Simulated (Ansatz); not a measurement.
## Data sheet: SnSe2 (DFT)

SnSe2:
```
CELL_PARAMETERS angstrom
     -3.38706     5.40720     3.38542
      3.38706    -5.40720     3.38542
      3.38706     5.40720    -3.38542
ATOMIC_POSITIONS crystal
  Se 0.87451 0.79422 0.66873
  Se 0.37451 0.70578 0.08030
  Se 0.62549 0.29422 0.91970
  Se 0.12549 0.20578 0.33127
  Sn 0.75000 0.75000 0.00000
  Sn 0.25000 0.25000 0.00000
```

Space group Ibam (No. 72); conventional cell a = 6.774 Å, b = 10.814 Å, c = 6.771 Å, α = 90.00°, β = 90.00°, γ = 90.00°.

Method: the program Ansatz at the PBE level (PAW). Geometry: relaxed at this level of theory. Other levels are named where they apply.

### Cell and energy

```json
{
 "volume_per_atom": "41.33 Å³",
 "density": "3.70 g/cm³",
 "Formation energy from the elements (no fitted shifts)": "-0.29 eV/atom"
}
```

### Electronic structure

```json
{
  "band_gap": "1.65 eV (indirect)",
  "valence_band_maximum": "off the standard path, at k = (0.292, -0.292, -0.302) in fractions of the reciprocal vectors",
  "conduction_band_minimum": "at X (k = 0.500, 0.500, 0.500 in fractions of the reciprocal vectors)",
  "smallest_direct_gap_on_the_standard_path": "1.74 eV",
  "electron_effective_mass": "0.66, 0.90, 0.95 mₑ (principal values)",
  "hole_effective_mass": "1.9, 2.7, 4.9 mₑ (principal values)"
}
```

A made-up cell: these elements were put on the sites of a structure type; neither database checked (COD, Materials Project) lists it. COD files the formula under space group No. 164, 217. Its standing as an ambient phase is unchecked. The PBE relaxation kept the symmetry of its start; whether a distortion lowers the energy is not shown. A crystal of weakly bound chains computed without a dispersion correction: the cell and the soft elastic constants depend strongly on that. The references are the lowest solids computed at this level, not always the standard phases. Spin–orbit coupling is left out wherever it is not named.

Potentials: the later of the program's two PAW sets.
